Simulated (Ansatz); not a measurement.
## Equation of state of tellurium, bcc

All numbers below come from Ansatz, DFT, BLYP, plane waves (420 eV) with PAW, scalar-relativistic. The PAW files were generated under PBE, with cores re-solved for the functional.

The cell is scaled uniformly from the relaxed one, with fractional coordinates and shape fixed. Energies are extrapolated to zero smearing, pressures are those at the given smearing. Magnetic state: spin not included.

| V (Å³/atom) | E − E₀ (meV/atom) | P (GPa) |
| --- | --- | --- |
| 28.223 | 65.2 | 6.55 |
| 29.506 | 25.0 | 3.77 |
| 30.789 | 4.7 | 1.58 |
| 32.072 | 0.2 | -0.14 |
| 33.355 | 7.9 | -1.48 |
| 34.637 | 25.3 | -2.53 |
| 35.920 | 50.1 | -3.34 |

**Question.** Fit a third-order Birch-Murnaghan equation.

**Answer.** V₀ = 31.86 Å³/atom, B₀ = 39 GPa, B₀′ = 5.1.
